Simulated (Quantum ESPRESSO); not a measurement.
Ga2ZnSiP4, input and log of a self-consistent run

Computed values, not a measurement. The program is pw.x of Quantum ESPRESSO 7.5 (plane-wave density functional theory). The cell is made up: 8 atoms on a zincblende/diamond lattice, with randomly drawn elements, strain and displacements, not relaxed. PseudoDojo standard norm-conserving files (v0.5 for PBE, v0.4.1 for LDA and PBEsol) set the functional; there is no spin polarisation, spin-orbit coupling or dispersion term, and the masses in the input are unused placeholders.

Input:

```
&control calculation='scf', pseudo_dir='./dojo.nc.sr.pbe.v0_5.standard.upf', outdir='./o', disk_io='medium', tprnfor=.true., tstress=.true. /
&system ibrav=0, nat=8, ntyp=4, nbnd=41, ecutwfc=84.00895049, nosym=.true., tot_charge=0,
 occupations='smearing', smearing='fd', degauss=0.0018374661
/
&electrons conv_thr=7.350e-09, electron_maxstep=60, /
ATOMIC_SPECIES
Ga 1.0 Ga.upf
P 1.0 P.upf
Si 1.0 Si.upf
Zn 1.0 Zn.upf
CELL_PARAMETERS angstrom
5.569 0.0 0.0
0.0 5.569 0.0
0.0 0.0 5.569
ATOMIC_POSITIONS angstrom
Ga 0.0219 0.0164 -0.0232
Zn -0.0007 2.7385 2.7545
Si 2.7905 0.0369 2.8115
Ga 2.7663 2.8148 -0.0324
P 1.3703 1.4294 1.386
P 1.3885 4.1411 4.1745
P 4.185 1.3963 4.1855
P 4.1383 4.1941 1.3588
K_POINTS automatic
4 4 4 1 1 1
```

The log is shortened where brackets say so; the opening notice, blank lines, dates and the lines on written files are dropped, and the path of the files is cut. It prints rydbergs, bohrs and kilobars, and counts compression as positive stress.

```
     Program PWSCF v.7.5
     Parallel version (MPI & OpenMP), running on       1 processor cores
     Number of MPI processes:                 1
     Threads/MPI process:                     1
     [start-up lines left out]
     bravais-lattice index     =            0
     lattice parameter (alat)  =      10.5239  a.u.
     unit-cell volume          =    1165.5429 (a.u.)^3
     number of atoms/cell      =            8
     number of atomic types    =            4
     number of electrons       =        70.00
     number of Kohn-Sham states=           41
     kinetic-energy cutoff     =      84.0090  Ry
     charge density cutoff     =     336.0358  Ry
     scf convergence threshold =      7.3E-09
     mixing beta               =       0.7000
     number of iterations used =            8  plain     mixing
     Exchange-correlation= PBE
                           (   1   4   3   4   0   0   0)
     [axes and pseudopotential details left out]
   Cartesian axes
     site n.     atom                  positions (alat units)
         1        Ga     tau(   1) = (   0.0039325   0.0029449  -0.0041659  )
         2        Zn     tau(   2) = (  -0.0001257   0.4917400   0.4946130  )
         3        Si     tau(   3) = (   0.5010774   0.0066260   0.5048483  )
         4        Ga     tau(   4) = (   0.4967319   0.5054408  -0.0058179  )
         5        P      tau(   5) = (   0.2460585   0.2566709   0.2488777  )
         6        P      tau(   6) = (   0.2493266   0.7435985   0.7495960  )
         7        P      tau(   7) = (   0.7514814   0.2507272   0.7515712  )
         8        P      tau(   8) = (   0.7430957   0.7531155   0.2439935  )
     number of k points=    32  Fermi-Dirac smearing, width (Ry)=  0.0018
                       cart. coord. in units 2pi/alat
        k(    1) = (   0.1250000   0.1250000   0.1250000), wk =   0.0625000
        k(    2) = (   0.1250000   0.1250000   0.3750000), wk =   0.0625000
     [further k points left out]
     Dense  grid:   121409 G-vectors     FFT dimensions: (  64,  64,  64)
     Estimated max dynamical RAM per process >     166.59 MB
     Initial potential from superposition of free atoms
     starting charge      69.9933, renormalised to      70.0000
     Starting wfcs are   48 randomized atomic wfcs
     total cpu time spent up to now is       16.9 secs
     per-process dynamical memory:    93.6 Mb
     Self-consistent Calculation
     iteration #  1     ecut=    84.01 Ry     beta= 0.70
     Davidson diagonalization with overlap
     ethr =  1.00E-02,  avg # of iterations =  3.5
     Threshold (ethr) on eigenvalues was too large:
     Diagonalizing with lowered threshold
     Davidson diagonalization with overlap
     ethr =  4.34E-04,  avg # of iterations =  2.9
     total cpu time spent up to now is       78.8 secs
     total energy              =    -787.92321493 Ry
     estimated scf accuracy    <       0.30201547 Ry
     iteration #  2     ecut=    84.01 Ry     beta= 0.70
     Davidson diagonalization with overlap
     ethr =  4.31E-04,  avg # of iterations =  2.3
     total cpu time spent up to now is      107.9 secs
     total energy              =    -787.98981681 Ry
     estimated scf accuracy    <       0.11928723 Ry
     iteration #  3     ecut=    84.01 Ry     beta= 0.70
     Davidson diagonalization with overlap
     ethr =  1.70E-04,  avg # of iterations =  2.0
     total cpu time spent up to now is      140.7 secs
     total energy              =    -788.01448626 Ry
     estimated scf accuracy    <       0.00720115 Ry
     iteration #  4     ecut=    84.01 Ry     beta= 0.70
     Davidson diagonalization with overlap
     c_bands:  1 eigenvalues not converged
     ethr =  1.03E-05,  avg # of iterations =  8.6
     total cpu time spent up to now is      184.3 secs
     total energy              =    -788.01611935 Ry
     estimated scf accuracy    <       0.00222816 Ry
     iteration #  5     ecut=    84.01 Ry     beta= 0.70
     Davidson diagonalization with overlap
     ethr =  3.18E-06,  avg # of iterations =  3.8
     total cpu time spent up to now is      222.8 secs
     total energy              =    -788.01655671 Ry
     estimated scf accuracy    <       0.00015073 Ry
     iteration #  6     ecut=    84.01 Ry     beta= 0.70
     Davidson diagonalization with overlap
     ethr =  2.15E-07,  avg # of iterations =  2.2
     total cpu time spent up to now is      250.7 secs
     total energy              =    -788.01658843 Ry
     estimated scf accuracy    <       0.00002096 Ry
     iteration #  7     ecut=    84.01 Ry     beta= 0.70
     Davidson diagonalization with overlap
     ethr =  2.99E-08,  avg # of iterations =  3.0
     total cpu time spent up to now is      282.5 secs
     total energy              =    -788.01659344 Ry
     estimated scf accuracy    <       0.00000132 Ry
     iteration #  8     ecut=    84.01 Ry     beta= 0.70
     Davidson diagonalization with overlap
     ethr =  1.88E-09,  avg # of iterations =  3.9
     total cpu time spent up to now is      313.8 secs
     total energy              =    -788.01659395 Ry
     estimated scf accuracy    <       0.00000027 Ry
     iteration #  9     ecut=    84.01 Ry     beta= 0.70
     Davidson diagonalization with overlap
     ethr =  3.87E-10,  avg # of iterations =  2.0
     total cpu time spent up to now is      341.3 secs
     total energy              =    -788.01659402 Ry
     estimated scf accuracy    <       0.00000002 Ry
     iteration # 10     ecut=    84.01 Ry     beta= 0.70
     Davidson diagonalization with overlap
     ethr =  2.43E-11,  avg # of iterations =  3.5
     total cpu time spent up to now is      375.0 secs
     End of self-consistent calculation
     [lines on levels left out]
!    total energy              =    -788.01659402 Ry
     estimated scf accuracy    <          4.3E-09 Ry
     smearing contrib. (-TS)   =      -0.00000000 Ry
     internal energy E=F+TS    =    -788.01659402 Ry
     The total energy is F=E-TS. E is the sum of the following terms:
     one-electron contribution =    -585.60850775 Ry
     hartree contribution      =     326.63885498 Ry
     xc contribution           =    -147.95135022 Ry
     ewald contribution        =    -381.09559103 Ry
     convergence has been achieved in  10 iterations
     Forces acting on atoms (cartesian axes, Ry/au):
     atom    1 type  1   force =    -0.00383376   -0.01074807    0.00908843
     atom    2 type  4   force =    -0.01112636    0.01701586    0.00157558
     atom    3 type  3   force =    -0.00535405   -0.01261399   -0.01242587
     atom    4 type  1   force =     0.00586210   -0.00892111    0.01165049
     atom    5 type  2   force =     0.02339385   -0.02141478    0.01620892
     atom    6 type  2   force =     0.00109405    0.02841434   -0.03485987
     atom    7 type  2   force =    -0.01401412   -0.00535914   -0.02445271
     atom    8 type  2   force =     0.00397829    0.01362690    0.03321503
     Total force =     0.081490     Total SCF correction =     0.000182
     Computing stress (Cartesian axis) and pressure
          total   stress  (Ry/bohr**3)                   (kbar)     P=      -47.04
  -0.00030283  -0.00002041   0.00001099          -44.55       -3.00        1.62
  -0.00002041  -0.00031958   0.00000921           -3.00      -47.01        1.35
   0.00001099   0.00000921  -0.00033691            1.62        1.35      -49.56
     init_run     :     13.28s CPU     16.79s WALL (       1 calls)
     electrons    :    341.45s CPU    358.17s WALL (       1 calls)
     forces       :      5.54s CPU      5.58s WALL (       1 calls)
     stress       :     15.14s CPU     15.21s WALL (       1 calls)
     [timing details left out]
     PWSCF        :   6m15.57s CPU   6m36.69s WALL
     JOB DONE.
```

In other units: free energy -10721.512 eV for the cell, pressure -4.70 GPa, largest force component 0.896 eV/Å. A rerun of a related cell, with the same atoms placed differently, at 1437 eV and a 6 x 6 x 6 mesh moved values by no more than 0.010 eV in energy, 0.02 GPa in stress and 0.003 eV/Å in force.